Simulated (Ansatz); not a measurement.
**Elastic constants of Y₂AsN: input and output**

The calculation used DFT PBEsol, scalar-relativistic, plane waves, PAW (Ansatz).

It can be run as:
```bash
ansatz run input.yaml --threads 1 --pin off --backend cpu --events-out ev --progress --plain --runs-dir out  # memory cap (--max-ram) not shown
```

Input (bare energies are in eV):
```yaml
crystal:
  lattice:
    - [3.7882614251, 0.0, 0.0]
    - [0.0, 3.7882614251, 0.0]
    - [0.0, 0.0, 5.3959384885]
  atoms:
    - { symbol: "Y", position: [0.0, 0.0, 0.0] }
    - { symbol: "Y", position: [0.5, 0.5, 0.5] }
    - { symbol: As, position: [0.5, 0.5, 0.0] }
    - { symbol: "N", position: [0.0, 0.0, 0.5] }
basis:
  ecutwfc: 420
kpoints:
  mp_grid: { grid: [12, 12, 8] }
hamiltonian:
  xc: pbesol
scf:
  occupations: { method: fermi_dirac, width: 0.15 }
output:
  forces: true
  stress: true
  eigenvalues: true
elastic:
  mode: clamped_ion
  amplitude: 0.005
```

From the output:
```
--- Elastic constants: 4 strain directions × 4 members + reference (group order 16) ---
  dense FFT box of the reference and of every strained cell: 27×27×40
  strains applied: 11, 33, 23, 12; error gains: componentwise 1.00 (the most a stress slope's error grows in a printed constant), spectral 1.41 (1 for all six strains in a standard setting)
  C = ∂σ_k/∂η_j (tension-positive GPa; Voigt order 11 22 33 23 13 12):
       202.269     73.233     39.967      0.000      0.000     -0.000
        73.233    202.269     39.967      0.000      0.000     -0.000
        39.970     39.970    237.174      0.000      0.000     -0.000
         0.000      0.000      0.000     61.445      0.000      0.000
         0.000      0.000      0.000      0.000     61.445      0.000
        -0.000     -0.000      0.000      0.000      0.000    104.642
  reference stress σ⁰ (GPa):     -0.000     -0.000     -0.008     -0.000     -0.000     -0.000
  C* (energy form; C + prestress term) asymmetry max|C*_kj − C*_jk| = 4.397e-3 GPa — a small one proves nothing (zero by symmetry where the batch's group is 432, −43m or m−3m); a large one is finite-difference/SCF noise where every solve ...
  moduli (Voigt/Reuss/Hill, GPa): K = 105.34/105.34/105.34   G = 78.08/73.77/75.92   E = 183.65   ν = 0.209
  mechanically stable: yes (min eigenvalue of sym C = 61.44 GPa)
  strain η (Voigt 11):  stress-route row diagonal C_11 = 202.27 GPa, energy-path curvature d²(F+E_count+ΔE)/dδ²/Ω₀ = 202.28 GPa
    cells at ±δ against ±2δ: C21 73.25 and 73.32 GPa, apart by 0.03 % of the column's largest entry
         δ    σ_11 (GPa) F (eV) n_scf n_hpsi n_pw
    -1.000e-2      -2.0775      -12786.7076627      11  153448   1530
    -5.000e-3      -1.0253      -12786.7114117       6  109826   1530
     5.000e-3       0.9975      -12786.7114307       5  113134   1546
     1.000e-2       1.9691      -12786.7078367       9  124331   1548
  strain η (Voigt 33):  stress-route row diagonal C_33 = 237.17 GPa, energy-path curvature d²(F+E_count+ΔE)/dδ²/Ω₀ = 237.18 GPa
    cells at ±δ against ±2δ: C33 237.27 and 237.58 GPa, apart by 0.13 % of the column's largest entry
         δ    σ_33 (GPa) F (eV) n_scf n_hpsi n_pw
    -1.000e-2      -2.5249      -12786.7066365      11   86643   1515
    -5.000e-3      -1.2299      -12786.7111679       5   59531   1521
     5.000e-3       1.1429      -12786.7112617       6   73882   1538
     1.000e-2       2.2266      -12786.7071771       9   68994   1544
  strain η (Voigt 23):  stress-route row diagonal C_44 = 61.44 GPa, energy-path curvature d²(F+E_count+ΔE)/dδ²/Ω₀ = 61.45 GPa
    cells at ±δ against ±2δ: C44 61.44 and 61.44 GPa, apart by 0.01 % of the column's largest entry
         δ    σ_23 (GPa) F (eV) n_scf n_hpsi n_pw
    -1.000e-2      -0.6144      -12786.7111521      10  209166   1529
    -5.000e-3      -0.3072      -12786.7122688       4  132424   1528
     5.000e-3       0.3072      -12786.7122688       4  128969   1528
     1.000e-2       0.6144      -12786.7111521       8  173791   1529
  strain η (Voigt 12):  stress-route row diagonal C_66 = 104.64 GPa, energy-path curvature d²(F+E_count+ΔE)/dδ²/Ω₀ = 104.64 GPa
    cells at ±δ against ±2δ: C66 104.66 and 104.69 GPa, apart by 0.04 % of the column's largest entry
         δ    σ_12 (GPa) F (eV) n_scf n_hpsi n_pw
    -1.000e-2      -1.0469      -12786.7101083      10  126840   1532
    -5.000e-3      -0.5233      -12786.7120040       3   77635   1530
     5.000e-3       0.5233      -12786.7120040       3   75980   1530
     1.000e-2       1.0469      -12786.7101083       8  106067   1532
```

The cell was built by swapping an element in a database structure (itself possibly hypothetical) and relaxing; it need not be the stable form of this composition. In a metal, frequencies and elastic constants depend on the k mesh and the smearing, soft modes and shear constants most.

Every atom sits on an inversion centre, so no strain shifts the atoms against each other, and clamped-ion and relaxed constants are the same.